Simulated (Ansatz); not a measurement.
BN:
```xyz
12
Lattice="4.4205 0.0000 0.0000 0.0000 4.4205 0.0000 0.0000 0.0000 4.4205" Properties=species:S:1:pos:R:3 pbc="T T T"
B      1.1051     0.0000     2.2102
B      2.2102     1.1051     0.0000
B      2.2102     3.3153     0.0000
B      3.3153     0.0000     2.2102
B      0.0000     2.2102     3.3153
B      0.0000     2.2102     1.1051
N      1.1051     2.2102     0.0000
N      0.0000     1.1051     2.2102
N      0.0000     3.3153     2.2102
N      3.3153     2.2102     0.0000
N      2.2102     0.0000     3.3153
N      2.2102     0.0000     1.1051
```

Relaxed with r²SCAN.

Problem. Give the Bader charges and basin volumes of the independent atoms, DFT-r²SCAN in the program Ansatz with PAW potentials.

Solution. 

| atom | Bader charge (e) | Bader volume (Å³) |
|---|---|---|
| B1 | +2.26 | 1.7 |
| N7 | -2.26 | 12.7 |

Space group Pm-3n. The start of the workflow was typed in or built on a structure type; neither database checked (COD, Materials Project) lists it. It is not the phase usual at ambient conditions (space group No. 186, 194, 216). The cell was relaxed with r²SCAN under the symmetry of its start; whether a distortion lowers the energy is not shown.

Potentials: the later of the program's two PAW sets.
